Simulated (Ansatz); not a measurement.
The relaxed structure here is a generated cell of Al2Cu: the first start was made by a random draw of sites in a space group, and the end was not matched to a known phase here, so it may be hypothetical. Known forms of Al2Cu include space group No. 140.

One stationary structure of Al2Cu. Space group P6₂ (No. 171). Method: PBEsol (plane waves to 420 eV, PAW, scalar-relativistic; Ansatz, a program for electronic structure).

```cif
data_Al6Cu3
_chemical_formula_sum 'Al6 Cu3'
_space_group_name_H-M_alt 'P 1'
_space_group_IT_number 1
_cell_length_a 4.68299
_cell_length_b 4.68299
_cell_length_c 7.77134
_cell_angle_alpha 90.000
_cell_angle_beta 90.000
_cell_angle_gamma 120.000
loop_
_space_group_symop_operation_xyz
  'x, y, z'
loop_
_atom_site_label
_atom_site_type_symbol
_atom_site_fract_x
_atom_site_fract_y
_atom_site_fract_z
_atom_site_occupancy
Al1 Al 0.50000 0.00000 0.91631 1
Al2 Al 0.50000 0.50000 0.24964 1
Al3 Al 0.00000 0.50000 0.58298 1
Al4 Al 0.00000 0.00000 0.11860 1
Al5 Al 0.00000 0.00000 0.45193 1
Al6 Al 0.00000 0.00000 0.78526 1
Cu1 Cu 0.50000 0.00000 0.36755 1
Cu2 Cu 0.50000 0.50000 0.70088 1
Cu3 Cu 0.00000 0.50000 0.03422 1
```

| Item | Result |
|---|---|
| Volume per atom | 16.40 Å³ |
| Band gap | zero (metallic) |
| Shortest distances | Al–Cu 2.43 Å; Al–Al 2.55 Å; Cu–Cu 3.49 Å |
| k-mesh | 12×12×6 |

Band energies at high-symmetry points (eV from the Fermi level; labels of this space group; no spin-orbit coupling), from −5 eV up to 2.1 eV:

```json
[
 {"point": "Γ", "energies": "-4.27 -4.00 -4.00 -3.71 -3.68 -3.68 -3.67 -3.67 -3.62 -3.41 -3.41 -3.33 -3.33 -3.13 -3.04 -2.46 -2.46 -1.07 -0.60 -0.60 -0.47 -0.11 0.30 0.30 1.06 1.06 1.43 2.00 2.00"},
 {"point": "M", "energies": "-4.79 -4.34 -3.93 -3.88 -3.67 -3.66 -3.59 -3.58 -3.43 -3.27 -3.26 -3.23 -3.20 -3.05 -3.02 -2.77 -2.48 -2.40 -1.22 -0.68 0.09 0.11 1.02 1.82"},
 {"point": "K", "energies": "-4.41 -4.41 -4.03 -3.68 -3.68 -3.54 -3.47 -3.47 -3.33 -3.27 -3.22 -3.22 -3.10 -3.10 -3.05 -2.66 -2.51 -2.51 0.82 0.82 2.05 2.05"},
 {"point": "A", "energies": "-4.96 -4.12 -4.12 -3.76 -3.75 -3.70 -3.70 -3.62 -3.62 -3.52 -3.49 -3.32 -3.32 -3.09 -3.09 -2.32 -1.96 -1.91 -1.91 -1.08 0.19 0.19 0.21 0.21 1.21 1.27 1.27 1.67"},
 {"point": "L", "energies": "-4.58 -4.52 -4.15 -4.10 -3.84 -3.77 -3.65 -3.59 -3.49 -3.47 -3.44 -3.29 -3.26 -3.15 -3.15 -2.61 -2.45 -2.27 -1.93 -1.59 -1.43 -1.30 -0.67 1.79"},
 {"point": "H", "energies": "-4.36 -4.07 -3.76 -3.76 -3.56 -3.56 -3.42 -3.39 -3.39 -3.30 -3.30 -3.20 -3.20 -3.08 -3.08 -2.46 -1.28 -0.86 -0.86 -0.47 -0.47"}
]
```

No spin polarisation in the result.

The run could not lose the symmetry of its start, so the end can be a saddle point.
